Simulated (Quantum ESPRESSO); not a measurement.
```
CELL_PARAMETERS angstrom
     -2.66837     2.66837     3.87829
      2.66837    -2.66837     3.87829
      2.66837     2.66837    -3.87829
ATOMIC_POSITIONS crystal
  H  0.77278 0.21576 0.00000
  H  0.21576 0.21576 0.44298
  H  0.21576 0.77278 0.00000
  H  0.77278 0.77278 0.55702
  H  0.23950 0.23950 0.00000
  Sr 0.74937 0.24937 0.50000
  Sr 0.24937 0.74937 0.50000
  Rh 0.00769 0.00769 0.00000
```

The geometry is that of Materials Project entry mp-35152, symmetrised and not relaxed again.

### Question
What does PBEsol (pw.x of Quantum ESPRESSO, ONCV potentials, without SOC) give for the electronic structure near the Fermi level?

### Answer
The PBEsol gap is indirect, 0.55 eV, from 75 % of the way from Γ to X to Z; the smallest direct gap is 0.74 eV. Spin-orbit splittings are left out.

The structure is a Materials Project entry; no match was found in the copy of COD used, and its stability was not checked.
